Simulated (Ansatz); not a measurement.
Al$_{2}$O$_{3}$:
```cif
data_Al4O6
_chemical_formula_sum 'Al4 O6'
_space_group_name_H-M_alt 'P 1'
_space_group_IT_number 1
_cell_length_a 5.27332
_cell_length_b 5.27332
_cell_length_c 5.27332
_cell_angle_alpha 54.311
_cell_angle_beta 54.311
_cell_angle_gamma 54.311
loop_
_space_group_symop_operation_xyz
  'x, y, z'
loop_
_atom_site_label
_atom_site_type_symbol
_atom_site_fract_x
_atom_site_fract_y
_atom_site_fract_z
_atom_site_occupancy
Al1 Al 0.00000 0.00000 0.00000 1
Al2 Al 0.50000 0.50000 0.50000 1
Al3 Al 0.30680 0.30680 0.30680 1
Al4 Al 0.69320 0.69320 0.69320 1
O1 O 0.27922 0.89160 0.60432 1
O2 O 0.72078 0.10840 0.39568 1
O3 O 0.89160 0.60432 0.27922 1
O4 O 0.10840 0.39568 0.72078 1
O5 O 0.60432 0.27922 0.89160 1
O6 O 0.39568 0.72078 0.10840 1
```

Relaxed with PBEsol. PBEsol in the plane-wave PAW code Ansatz gives a gap of 5.82 eV.

What gap does HSE06 give on the same cell (Ansatz, PAW)?

7.78 eV, 1.96 eV more. The hybrid was solved on a coarser mesh and at special points; the gap given is the minimum over both.

```csv
k,v1 PBEsol,c1 PBEsol,v1 HSE06,c1 HSE06
Γ,-0.03,5.82,-0.02,7.78
T,-0.08,8.05,…,…
L,-0.24,8.90,-0.26,11.00
F,-0.41,9.11,…,…
S0,-0.33,8.75,…,…
H0,-0.31,8.98,…,…
```

Top valence (v1) and lowest conduction level (c1) in eV from each method's valence maximum (which need not be a listed point): supply the withheld HSE06 values.


- H0, v1 HSE06: -0.35
- H0, c1 HSE06: 11.07
- T, v1 HSE06: -0.08
- T, c1 HSE06: 10.14
- S0, v1 HSE06: -0.37
- S0, c1 HSE06: 10.82
- F, v1 HSE06: -0.44
- F, c1 HSE06: 11.21

Cost on shared cores: the PBEsol run (SCF on a 7×7×7 mesh, then bands and DOS) very roughly 50 core-seconds, the HSE06 run (SCF on 4×4×4, then a few points) around 110 core-seconds (rough); the tasks are unlike.

Space group R-3. The first step of the workflow began from a Materials Project structure, measured or hypothetical; the Crystallography Open Database copy checked does not list it. It is not the phase usual at ambient conditions (space group No. 167). The PBEsol relaxation kept the symmetry of its start; whether a distortion lowers the energy is not shown.

Potentials: the earlier of the program's two PAW sets. The files were generated under PBE; for other functionals the program regenerates the frozen cores, and for LDA and PBEsol the local potential too.
